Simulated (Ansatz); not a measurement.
AgI:
```xyz
4
Lattice="4.5602 0.0000 0.0000 -2.2801 3.9492 0.0000 0.0000 0.0000 7.4515" Properties=species:S:1:pos:R:3 pbc="T T T"
Ag     0.0000     2.6328     0.0179
Ag     2.2801     1.3164     3.7437
I      0.0000     2.6328     2.8129
I      2.2801     1.3164     6.5387
```

Relaxed with PBEsol.

**Question.** Give the Bader charges and basin volumes of the independent atoms, the program Ansatz at the PBEsol level (PAW).

**Answer.** 

```json
[
 {"atom": "Ag1", "Bader charge (e)": "+0.23", "Bader volume (Å³)": "25.6"},
 {"atom": "I3", "Bader charge (e)": "-0.23", "Bader volume (Å³)": "40.9"}
]
```

Space group P6_3mc (wurtzite). Symmetry was held in the PBEsol relaxation. No spin polarisation was allowed. Spin–orbit coupling is left out wherever it is not named.

Potentials: the later of the program's two PAW sets.
